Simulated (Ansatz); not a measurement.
BiAu2 (cubic Laves, MgCu2 type)

```yaml
crystal:
  lattice:
    - [0.00000, 3.93881, 3.93881]
    - [3.93881, 0.00000, 3.93881]
    - [3.93881, 3.93881, 0.00000]
  atoms:
    - { symbol: Bi, position: [0.00000, 0.00000, 0.00000] }
    - { symbol: Bi, position: [0.25000, 0.25000, 0.25000] }
    - { symbol: Au, position: [0.62500, 0.62500, 0.12500] }
    - { symbol: Au, position: [0.62500, 0.12500, 0.62500] }
    - { symbol: Au, position: [0.62500, 0.62500, 0.62500] }
    - { symbol: Au, position: [0.12500, 0.62500, 0.62500] }
```

The slice is a {110} plane (indices of the conventional cell) through the point (0.625, 0.125, 0.625) (fractional), spanned by u = [100] and v = [1 -1 -1] in vectors of this cell: u (5.57 Å) and v (7.88 Å, at 90° to u). It covers one period; positions are fractions (u, v).

The numbers are results of LDA (plane waves to 420 eV, PAW, scalar-relativistic; Ansatz, a program for electronic structure), not measurements. k mesh 10×10×10. Near the nuclei the fields are pseudised (PAW); where an atom keeps semicore shells as valence, they peak there. BiAu2 was relaxed with its symmetry unable to fall. Spin-orbit coupling is left out, though Au and Bi are heavy.

Task: Sketch the valence electron density on this plane as a map.

Result: 
```
|@@#+:.         .:+#@|
|%#*-:           :-*#|
|++-:.    ...    .:-+|
|-::..    ...    ..::|
|...       .       ..|
|    ...       ...   |
|    ...       ...   |
|    ...       ...   |
|.       .....       |
|..    ..::-::..    .|
|..    .:-+++-:.    .|
|      :-*#%#*-:     |
|     .:+#@@@#+:.    |
|     .-+%@@@%+-.    |
|     .:+#@@@#+:.    |
|      :-*#%#*-:     |
|..    .:-+++-:.    .|
|..    ..::-::..    .|
|.       .....       |
|    ...       ...   |
|    ...       ...   |
|    ...       ...   |
|...       .       ..|
|-::..    ...    ..::|
|++-:.    ...    .:-+|
|%#*-:           :-*#|
|@@#+:.         .:+#@|
|@@%+-.         .-+%@|
```
Scale: ten equal steps from -0.96 (start of ' ') to 1.18 (end of '@'), in the order ' .:-=+*#%@'. Values: log₁₀ of the valence density in e/Å³. The map has 20 points along u (one character each, u = 0 at the left) and 28 along v (v = 0 in the bottom row). The scale is logarithmic, as a density can span decades between atoms and voids.
